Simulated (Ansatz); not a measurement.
Au₂S:
```cif
data_Au4S2
_chemical_formula_sum 'S2 Au4'
_space_group_name_H-M_alt 'Pn-3m :1'
_space_group_IT_number 224
_space_group_name_Hall 'P 4n 2 3 -1n'
_cell_length_a 5.27854
_cell_length_b 5.27854
_cell_length_c 5.27854
_cell_angle_alpha 90.000
_cell_angle_beta 90.000
_cell_angle_gamma 90.000
loop_
_atom_site_label
_atom_site_type_symbol
_atom_site_symmetry_multiplicity
_atom_site_Wyckoff_symbol
_atom_site_fract_x
_atom_site_fract_y
_atom_site_fract_z
_atom_site_occupancy
S1 S 2 a 0.00000 0.00000 0.00000 1
Au1 Au 4 c 0.75000 0.75000 0.75000 1
```

Relaxed with r²SCAN.

Question: Which orbitals make up the states near the band edges in r²SCAN in the plane-wave PAW code Ansatz?

Answer: Top 1 eV of the valence band: Au 5d 49 %, S 3p 25 %, Au 6s 24 %. Bottom 1 eV of the conduction band: Au 6s 31 %, S 3s 13 %, Au 5d 10 %, S 3p 9 %, outside the projected shells 37 %. Projections are on Löwdin-orthogonalised atomic valence shells; empty p or d shells of many metals are not among them.

Question: Tabulate the density of states.

Answer: States/eV per cell of 6 atoms, in 0.25 eV bins, energy from the valence-band maximum.

| E (eV) | total | Au 5d | S 3p | Au 6s |
|---|---|---|---|---|
| -7.85 | 0.00 | 0.00 | 0.00 | 0.00 |
| -7.60 | 0.00 | 0.00 | 0.00 | 0.00 |
| -7.35 | 0.00 | 0.00 | 0.00 | 0.00 |
| -7.10 | 0.00 | 0.00 | 0.00 | 0.00 |
| -6.85 | 5.73 | 2.38 | 2.68 | 0.62 |
| -6.60 | 10.85 | 4.49 | 5.09 | 1.17 |
| -6.35 | 0.95 | 0.37 | 0.47 | 0.06 |
| -6.10 | 1.43 | 0.54 | 0.73 | 0.08 |
| -5.85 | 2.59 | 0.92 | 1.37 | 0.12 |
| -5.60 | 2.10 | 0.74 | 1.14 | 0.07 |
| -5.35 | 0.99 | 0.37 | 0.54 | 0.02 |
| -5.10 | 3.30 | 1.33 | 1.77 | 0.04 |
| -4.85 | 2.22 | 0.95 | 1.16 | 0.02 |
| -4.60 | 6.90 | 3.42 | 3.34 | 0.02 |
| -4.35 | 6.86 | 3.35 | 3.39 | 0.02 |
| -4.10 | 2.89 | 1.40 | 1.43 | 0.01 |
| -3.85 | 1.05 | 0.53 | 0.49 | 0.01 |
| -3.60 | 0.44 | 0.26 | 0.06 | 0.12 |
| -3.35 | 9.08 | 8.26 | 0.05 | 0.69 |
| -3.10 | 15.94 | 13.87 | 0.35 | 1.53 |
| -2.85 | 14.97 | 13.47 | 0.78 | 0.52 |
| -2.60 | 17.19 | 16.14 | 0.38 | 0.50 |
| -2.35 | 29.77 | 29.01 | 0.25 | 0.36 |
| -2.10 | 19.54 | 18.42 | 0.52 | 0.46 |
| -1.85 | 13.39 | 11.83 | 0.92 | 0.50 |
| -1.60 | 6.74 | 4.62 | 1.16 | 0.83 |
| -1.35 | 2.87 | 1.64 | 0.95 | 0.20 |
| -1.10 | 4.22 | 2.25 | 1.32 | 0.52 |
| -0.85 | 9.26 | 4.66 | 3.18 | 1.20 |
| -0.60 | 8.91 | 4.42 | 1.70 | 2.69 |
| -0.35 | 6.01 | 2.87 | 1.23 | 1.85 |
| -0.10 | 1.84 | 0.86 | 0.34 | 0.62 |
| 0.15 | 0.00 | 0.00 | 0.00 | 0.00 |
| 0.40 | 0.00 | 0.00 | 0.00 | 0.00 |
| 0.65 | 0.00 | 0.00 | 0.00 | 0.00 |
| 0.90 | 0.00 | 0.00 | 0.00 | 0.00 |
| 1.15 | 0.00 | 0.00 | 0.00 | 0.00 |
| 1.40 | 0.00 | 0.00 | 0.00 | 0.00 |
| 1.65 | 0.00 | 0.00 | 0.00 | 0.00 |
| 1.90 | 0.00 | 0.00 | 0.00 | 0.00 |
| 2.15 | 0.00 | 0.00 | 0.00 | 0.00 |
| 2.40 | 0.00 | 0.00 | 0.00 | 0.00 |
| 2.65 | 0.35 | 0.03 | 0.02 | 0.10 |
| 2.90 | 1.47 | 0.15 | 0.10 | 0.48 |
| 3.15 | 2.39 | 0.23 | 0.20 | 0.74 |
| 3.40 | 2.96 | 0.36 | 0.39 | 0.85 |
| 3.65 | 3.15 | 0.36 | 0.48 | 0.80 |
| 3.90 | 3.37 | 0.30 | 0.53 | 0.72 |
| 4.15 | 4.38 | 0.22 | 0.50 | 0.62 |
| 4.40 | 4.39 | 0.12 | 0.46 | 0.63 |
| 4.65 | 5.58 | 0.27 | 1.07 | 1.40 |
| 4.90 | 2.36 | 0.16 | 0.52 | 0.68 |
| 5.15 | 3.48 | 0.25 | 0.86 | 1.07 |
| 5.40 | 3.88 | 0.30 | 0.97 | 1.15 |
| 5.65 | 5.49 | 0.43 | 1.25 | 1.36 |
| 5.90 | 3.39 | 0.26 | 0.74 | 0.82 |
| 6.15 | 1.63 | 0.10 | 0.30 | 0.36 |
| 6.40 | 1.15 | 0.04 | 0.12 | 0.18 |
| 6.65 | 1.24 | 0.03 | 0.08 | 0.13 |
| 6.90 | 1.30 | 0.02 | 0.07 | 0.12 |
| 7.15 | 1.43 | 0.02 | 0.07 | 0.13 |

The workflow started from a Materials Project entry (that database holds measured and hypothetical structures alike); the Crystallography Open Database files this formula in space group No. 224, but the cells were not matched. Whether it is the stable phase at ambient conditions was not checked. Symmetry was held in the r²SCAN relaxation; whether a distortion lowers the energy is not shown. Scalar-relativistic: spin–orbit coupling is off unless named, which matters more the heavier the elements.

Potentials: the earlier of the program's two PAW sets.
